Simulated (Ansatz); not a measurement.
Sensitivity of the gradients in SiO2 to the input

Cell: an entry of the Crystallography Open Database (COD), atoms as given.

```cif
data_SiO2
_symmetry_space_group_name_H-M 'P4_12_12'
_symmetry_Int_Tables_number 92
_cell_length_a 4.9717
_cell_length_b 4.9717
_cell_length_c 6.9223
_cell_angle_alpha 90.000
_cell_angle_beta 90.000
_cell_angle_gamma 90.000
loop_
_atom_site_label
_atom_site_type_symbol
_atom_site_symmetry_multiplicity
_atom_site_Wyckoff_symbol
_atom_site_fract_x
_atom_site_fract_y
_atom_site_fract_z
Si Si 4 a 0.3003 0.3003 0.0000
O O 8 b 0.2392 0.1044 0.1787
```

One atom of each set is listed.

Reference run. Method: Kohn–Sham DFT in Ansatz, PBE, plane waves and PAW (field gradients read without the response of the frozen cores, which leaves them typically 4 to 6 % off), scalar-relativistic, 420 eV cutoff, Γ-centred 5×5×4 k-points, Fermi–Dirac smearing 0.02 eV.

(1) The input is changed as follows: `crystal.lattice`: [[4.9717, 0.0, 0.0], [0.0, 4.9717, 0.0], [0.0, 0.0, 6.9223]] → [[3.97736, 0.0, 0.0], [0.0, 3.97736, 0.0], [0.0, 0.0, 5.53784]]; `scf.max_iter`: not typed → 100. What happens to V_zz (10²¹ V/m²) and η?

Results:

(1) 

| site | V_zz reference | η reference | V_zz changed | η changed |
| --- | --- | --- | --- | --- |
| Si | -0.33 | 0.97 | -0.59 | 0.11 |
| O | 9.39 | 0.14 | -3.11 | 0.22 |

The largest change of V_zz along a kept axis is on O, from 9.39 to -3.11. V_zz changes sign on O (same axis). On Si the largest principal value lies along another axis in the second run, so the two V_zz can't be compared directly. At these positions the changed run has forces up to 18.9 eV/Å, so its atoms aren't at their own equilibrium. Its pressure is 449 GPa, against 8 GPa in the reference run. SCF iterations: 6 and 7. The changed input holds a lattice far too small, so its numbers aren't properties of the crystal.

On the reference run: The calculated pressure of 8 GPa (PBE) comes largely from the unrelaxed atoms: it is 1.3 GPa once they are relaxed in the same cell. The largest force is 0.5 eV/Å, so the atoms aren't at the calculated equilibrium and relaxing them would move these values.
